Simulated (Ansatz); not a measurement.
A distorted cell of CsPbCl3 (cubic perovskite):

```
CsPbCl3
1.0
    5.89730     0.00000     0.00000
    0.00000     5.89730     0.00000
    0.00000     0.00000     5.42552
Cs Pb Cl
1 1 3
Cartesian
  0.00000   0.00000   0.00000
  2.94865   2.94865   2.71276
  0.00000   2.94865   2.71276
  2.94865   2.94865   0.00000
  2.94865   0.00000   2.71276
```

These are PBE (plane waves to 420 eV, PAW, scalar-relativistic; Ansatz, a quantum-chemistry and plane-wave program) values and carry that method's errors. k mesh 6×6×6 (Γ-centred), Fermi-Dirac smearing 0.05 eV. The energy includes the smearing's −TS. Compression counts positive. CsPbCl3 was relaxed with its symmetry unable to fall. Spin-orbit coupling is left out, though Pb is heavy. The PAW data are Ansatz's earlier set. This is a high-temperature form of CsPbCl3.

### Question
What is the stress tensor (GPa)?

### Answer
```
  -0.98     0.00     0.00
   0.00    -0.98     0.00
   0.00     0.00     3.04
```
The pressure, a third of the trace, is 0.36 GPa.

### Question
It is the relaxed cell deformed to V/V₀ = 1.000, (c/a)/(c/a)₀ = 0.920, c along z, fractional positions held. What is its energy relative to the relaxed cell?

### Answer
24.9 meV/atom.

(A scan under strain: stresses follow from slopes of the energy per volume, elastic moduli from its curvatures.)
